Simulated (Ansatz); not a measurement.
# AlN at 18 GPa (stress–strain coefficients): relaxed-ion elastic tensor

All numbers below come from DFT LDA, scalar-relativistic, plane waves, PAW (Ansatz 0.2.0). Settings: 420 eV plane-wave cutoff, Γ-centred 12×12×6 mesh, fixed occupations. No spin polarisation.

The cell, relaxed at 18 GPa:
```xyz
4
Lattice="3.0197 0.0000 0.0000 -1.5098 2.6151 0.0000 0.0000 0.0000 4.8008" Properties=species:S:1:pos:R:3 pbc="T T T"
Al    0.0000    1.7434    0.0025
Al    1.5098    0.8717    2.4029
N     0.0000    1.7434    1.8458
N     1.5098    0.8717    4.2462
```

At this pressure the crystal is close to a known change of phase.

**Question.** Give the relaxed-ion elastic constants (GPa, Voigt order xx yy zz yz xz xy, on the axes of the cell above).

**Answer.**
```
463.1 216.5 182.6   0.0   0.0   0.0
216.5 463.1 182.6   0.0   0.0   0.0
182.3 182.3 408.6   0.0   0.0   0.0
  0.0   0.0   0.0 119.9   0.0   0.0
  0.0   0.0   0.0   0.0 119.9   0.0
  0.0   0.0   0.0   0.0   0.0 123.3
```

**Question.** Is the crystal stable against homogeneous strain?

**Answer.** Yes: the least eigenvalue of the tensor is 119.9 GPa.

**Question.** And the moduli of a polycrystal (Hill averages)?

**Answer.** B = 276 GPa, G = 123 GPa, E = 321 GPa, ν = 0.31.

Cost: 1 run of about 3.6 core-minutes, on Intel Xeon Platinum 8259CL (Skylake/Cascade Lake) (shared hosts).